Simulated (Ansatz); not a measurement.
## Ca2Si3N3: rattling a relaxed structure

It was reached by relaxing an invented guess, and it needn't be the stable form of this composition.

All numbers below come from DFT PBE, scalar-relativistic, plane waves, PAW (Ansatz). Settings: cutoff 420 eV, Γ-centred mesh 6×6×6 on the computed 8-atom cell, Gaussian smearing of 0.10 eV; no spin polarisation.

The cell below (8 atoms, space group R32 (No. 155)) is relaxed within its symmetry.

```xyz
8
Lattice="3.5096 2.0263 2.8149 -3.5096 2.0263 2.8149 0.0000 -4.0526 2.8149" Properties=species:S:1:pos:R:3 pbc="T T T"
Ca    0.0000    0.0000    6.9235
Ca    0.0000    0.0000    1.5213
Si   -0.6783   -1.1748    4.2224
Si    1.3565    0.0000    4.2224
Si   -0.6783    1.1748    4.2224
N     2.4308    0.1576    2.8149
N    -1.3519    2.0263    2.8149
N    -1.0789   -2.1839    2.8149
```

For the test it was strained at random (σ = 1.5 % a component), the atoms were moved at random (σ = 0.10 Å), and all was relaxed again on a 6×6×6 mesh (in the run’s order of axes) with 0.20 eV smearing, with no symmetry imposed.

An odd number of electrons in the primitive cell allows no gap without spin; a larger cell or a magnetic state could open one.

Q: Does it come back?

A: It returns, within 1 meV/atom of the unmoved cell on that mesh and with the same symmetry when read at 0.1 Å. No instability shows in this cell; modes of other wave vectors, which need another repeat, aren't tested.
